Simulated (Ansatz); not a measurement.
Method: DFT PBE, scalar-relativistic, plane waves, PAW in Ansatz 0.2.0. All cells share a 420 eV cutoff and Γ-centred k meshes spaced at most about 0.3 Å⁻¹ (about 0.25 or finer for metals, 2π included). No spin polarisation in the final relaxations.

Temperature and zero-point effects are left out.

Two forms of ScGa3N2 were relaxed alike.

A.

```
CELL_PARAMETERS angstrom
2.95315 0.00000 0.00000
0.00000 2.95315 0.00000
0.00000 0.00000 10.32907
ATOMIC_POSITIONS crystal
Sc 0.00000 0.00000 0.00000
Ga 0.50000 0.50000 0.24618
Ga 0.50000 0.50000 0.50000
Ga 0.50000 0.50000 0.75382
N 0.00000 0.00000 0.20257
N 0.00000 0.00000 0.79743
```

B.

```
CELL_PARAMETERS angstrom
3.92950 0.00000 0.00000
0.00000 3.92950 0.00000
0.00000 0.00000 6.92546
ATOMIC_POSITIONS crystal
Sc 0.50000 0.50000 0.61487
Ga 0.00000 0.50000 0.23090
Ga 0.50000 0.00000 0.23090
Ga 0.00000 0.00000 0.94706
N 0.00000 0.50000 0.50483
N 0.50000 0.00000 0.50483
```

Problem. Which would you expect to be lower, and how large is the difference?

Solution. They are level within the accuracy (under 1 meV/atom apart). A has space group P4/mmm (No. 123), 15.0 Å³/atom and no gap on its mesh; B has space group P4mm (No. 99), 17.8 Å³/atom and no gap. Counting N atoms around Ga and Sc (those within 1.25 times the shortest such distance or 1.15 times the sum of covalent radii; a plus sign parts nearer from farther groups; the shortest distance is added where it is long for a bond; a slash parts the counts of unlike sites), A has Sc 2, Ga 4/8 from 3.7 Å and B has Sc 4, Ga 1/4+4 from 3.6 Å. Even the lower one lies +0.10 eV/atom against the reference forms of the elements (uncorrected), a margin that errors in the energy of the gaseous reference can exceed. Both come from invented guesses. A third cell relaxed alike, in P-4m2, lies 0.45 eV/atom below the lower of the two.

For metals, differences of a few meV/atom aren't resolved. A magnetic state wasn't ruled out in cells without spin, among them P4/mmm. Cells relaxed within their symmetry can be saddle points.
